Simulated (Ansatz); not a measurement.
## Bi₂Se₃ — quadrupolar parameters

The cell is a Materials Project structure (computed, not necessarily an observed phase), its atoms then relaxed with PBE in this cell.

```
Bi Se
1.0
     2.09568    1.20994    9.97623
    -2.09568    1.20994    9.97623
     0.00000   -2.41989    9.97623
Bi Se
2 3
Direct
  0.39818 0.39818 0.39818
  0.60182 0.60182 0.60182
  0.00000 0.00000 0.00000
  0.21632 0.21632 0.21632
  0.78368 0.78368 0.78368
```

Atom numbers follow the list; atoms alike are taken as one site, whose name carries the number of the first.

Computed with Ansatz: DFT, LDA, plane waves and PAW, scalar-relativistic, 420 eV cutoff, Γ-centred 8×8×8 k-points, Fermi–Dirac smearing 0.02 eV.

C_Q = eQV_zz/h, which is 24.18 MHz for Q = 1 b and V_zz = 10²¹ V/m²; η = (V_xx − V_yy)/V_zz.

209Bi: I = 9/2, Q = -516.0 mb. Q values from Pyykkö, Mol. Phys. 116, 1328 (2018).

(1) Give the quadrupolar parameters of the distinct sites.

Results:

(1) 

| site | atoms (order as listed) | first shell | V_xx, V_yy, V_zz (10²¹ V/m²) | η | C_Q (MHz) |
| --- | --- | --- | --- | --- | --- |
| Bi | 1, 2 | 6 Se at 2.88–3.10 Å | -0.16, -0.16, 0.33 | 0.00 | -4.08 |
| Se3 | 3 | 6 Bi at 3.10 Å | -3.49, -3.49, 6.97 | 0.00 | – |
| Se4 | 4, 5 | 3 Bi at 2.88 Å | 1.52, 1.52, -3.04 | 0.00 | – |

An axis of threefold or higher order runs through Bi, Se3 and Se4, so V_zz lies along it and η is zero.

Se has no stable isotope with a ground-state quadrupole moment in the table, so no C_Q is given.

Spin–orbit coupling is left out, which shifts gradients on Bi by a few per cent in wide-gap crystals, and can shift them far more where the calculated gap is small or absent, as here. With a gap of 0.3 eV on this mesh, small gradients can still move by 0.1 × 10²¹ V/m² or more as the k-mesh gets denser.

Hardware: 4 threads of Intel Xeon 6975P-C (Granite Rapids) (x86_64; 16 cores open to the job, memory cap 8.0 GiB, no GPU), a shared host with a load of 0.4 a core. Wall time 5 s, CPU time 17 s, peak memory 0.78 GiB.
